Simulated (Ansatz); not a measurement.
Input and command of a plane-wave DFT calculation in Ansatz:

```yaml
crystal:
  lattice:
    - [0.0, 4.8524940405, 6.400369566]
    - [2.8477398792, 0.0, 6.400369566]
    - [2.8477398792, 4.8524940405, 0.0]
  atoms:
    - { symbol: Rb, position: [0.6624718859, 0.6624718859, 0.3375281141] }
    - { symbol: Rb, position: [0.3375281141, 0.3375281141, 0.6624718859] }
    - { symbol: Ni, position: [0.0, 0.0, 0.0] }
    - { symbol: Ni, position: [0.0, 0.0, 0.5] }
    - { symbol: Ni, position: [0.5, 0.5, 0.0] }
    - { symbol: S, position: [0.0568158088, 0.7211836258, 0.2788163742] }
    - { symbol: S, position: [0.2788163742, 0.9431841912, 0.0568158088] }
    - { symbol: S, position: [0.7211836258, 0.0568158088, 0.9431841912] }
    - { symbol: S, position: [0.9431841912, 0.2788163742, 0.7211836258] }
basis:
  ecutwfc: 500
kpoints:
  mp_grid: { grid: [6, 6, 6] }
hamiltonian:
  xc: r2scan
scf:
  occupations: { method: gaussian, width: 0.02 }
output:
  forces: true
  stress: true
  eigenvalues: true
relax:
  adjacent_minimum: "off"
  f_tol: 0.01
  max_steps: 30
  cell: { stress_tol: 0.1, fix: [volume] }
```

```bash
ansatz run input.yaml --threads 2 --pin off --max-ram 5120MiB --backend cpu --events-out ev --progress --plain --runs-dir out
```

Processor: Intel(R) Xeon(R) Processor @ 2.70GHz, 2 threads, on a host shared with other jobs.

**Question.** Estimate time, memory and problem size.

**Answer.** About 2.8 min on 2 threads of Intel(R) Xeon(R) Processor @ 2.70GHz (shared host), peak memory 1.4 GiB. It solves 58 bands at 46 k points (the mesh reduced by symmetry) with about 4493 plane waves, in 35 SCF iterations over 4 ionic steps.
